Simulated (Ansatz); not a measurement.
Relaxed W3N4 (space group Pm-3m):

```
W3N4
1.0
    8.31168     0.00000     0.00000
    0.00000     4.15584     0.00000
    0.00000     0.00000     4.15584
N W
8 6
Direct
  0.25000   0.50000   0.50000
  0.75000   0.50000   0.50000
  0.25000   0.00000   0.00000
  0.75000   0.00000   0.00000
  0.00000   0.50000   0.00000
  0.50000   0.50000   0.00000
  0.00000   0.00000   0.50000
  0.50000   0.00000   0.50000
  0.25000   0.50000   0.00000
  0.75000   0.50000   0.00000
  0.00000   0.50000   0.50000
  0.50000   0.50000   0.50000
  0.25000   0.00000   0.50000
  0.75000   0.00000   0.50000
```

The atoms are displaced by Q × the pattern below, of wave vector X = (0.5, 0.0, 0.0), at fixed cell (Q in Å). By its forces on this mesh it is no single normal mode but a mixture. It is one choice among 2 degenerate patterns. (q is in reciprocal vectors of the primitive cell; the cell shown is doubled to hold the pattern.)

| atom | x | y | z |
|---|---|---|---|
| N1 | 0.000 | 0.000 | 1.000 |
| N2 | 0.000 | 0.000 | -1.000 |
| N3 | 0.000 | 0.000 | -0.355 |
| N4 | 0.000 | 0.000 | 0.355 |
| W9 | 0.000 | 0.000 | 0.297 |
| W10 | 0.000 | 0.000 | -0.297 |
| W13 | 0.000 | 0.000 | -0.250 |
| W14 | 0.000 | 0.000 | 0.250 |

Atoms not listed stay in place.

Level of theory: LDA (plane waves to 420 eV, PAW, scalar-relativistic; Ansatz, a program for electronic structure). k mesh 6×11×11 (Γ-centred), Fermi-Dirac smearing 0.05 eV. With partly filled bands, energies and forces of such displacements shift with the k mesh and the smearing. Spin-orbit coupling is left out, though W is heavy. W3N4 is run without spin polarisation. W3N4 was relaxed with its symmetry unable to fall.

At one point of the scan the forces (eV/Å) are:

```tsv
atom	Fx	Fy	Fz
N1	0.000	0.000	-1.300
N2	0.000	0.000	1.300
N3	0.000	0.000	0.457
N4	0.000	0.000	-0.457
N5	0.000	0.000	0.000
N6	0.000	0.000	0.000
N7	0.000	0.000	0.000
N8	0.000	0.000	0.000
W9	0.000	0.000	3.202
W10	0.000	0.000	-3.202
W11	0.000	0.000	0.000
W12	0.000	0.000	0.000
W13	0.000	0.000	-1.381
W14	0.000	0.000	1.381
```

Which point is it?
(A) Q = 0.073 Å
(B) Q = 0.440 Å
(C) Q = 0.220 Å
(D) Q = 0.367 Å

C, Q = 0.220 Å

(A displaced cell: forces are minus the slopes of the energy, force constants its curvatures, and phonons follow from these.)
